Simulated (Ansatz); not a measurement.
C:
```
CELL_PARAMETERS angstrom
      9.40197     0.00000     0.00000
     -4.70098     8.14234     0.00000
      0.00000     0.00000     3.62002
ATOMIC_POSITIONS crystal
  C  0.15147 0.00000 0.00000
  C  0.29914 0.00000 0.00000
  C  0.42917 0.00000 0.00000
  C  0.15147 0.15147 0.00000
  C  0.29914 0.29914 0.00000
  C  0.42917 0.42917 0.00000
  C  0.00000 0.15147 0.00000
  C  0.00000 0.29914 0.00000
  C  0.00000 0.42917 0.00000
  C  0.84853 0.00000 0.00000
  C  0.70086 0.00000 0.00000
  C  0.57083 0.00000 0.00000
  C  0.84853 0.84853 0.00000
  C  0.70086 0.70086 0.00000
  C  0.57083 0.57083 0.00000
  C  0.00000 0.84853 0.00000
  C  0.00000 0.70086 0.00000
  C  0.00000 0.57083 0.00000
```

Relaxed with r²SCAN+D4. Special points in fractions of this cell's reciprocal vectors: Γ (0.000, 0.000, 0.000); M (0.500, 0.000, 0.000); K (0.333, 0.333, 0.000); A (0.000, 0.000, 0.500); L (0.500, 0.000, 0.500); H (0.333, 0.333, 0.500).

Question: List the band energies nearest the Fermi level at these points for r²SCAN+D4 (plane waves, PAW; program Ansatz).

Answer: In eV from the Fermi level; about four levels below and three above (degenerate sets whole), none deeper than 8.9 eV; points with the same levels are listed once.

```
k                    below                above
-  -----------------------  -------------------
Γ  -2.24 -2.24 -1.84 -1.14  0.27 0.27 0.87 0.87
M  -1.88 -1.78 -1.30 -0.39       1.63 2.40 3.02
K  -1.76 -1.44 -1.44 -0.98       2.55 2.55 2.69
A  -0.67 -0.67 -0.18 -0.18       2.85 3.18 3.18
L  -1.72 -1.72 -1.64 -1.35       0.56 2.16 2.58
H  -2.06 -1.74 -1.74 -1.58       1.70 1.84 1.84
```

Space group P6/mmm. The start of the workflow was typed in or built on a structure type; the Crystallography Open Database copy checked does not list it. It is not the phase usual at ambient conditions (space group No. 194, 227). The r²SCAN+D4 relaxation kept the symmetry of its start; its stability against distortions is not shown here. The Fermi level of a semimetal is unsure by some 0.05 eV on such meshes.

Potentials: the later of the program's two PAW sets.
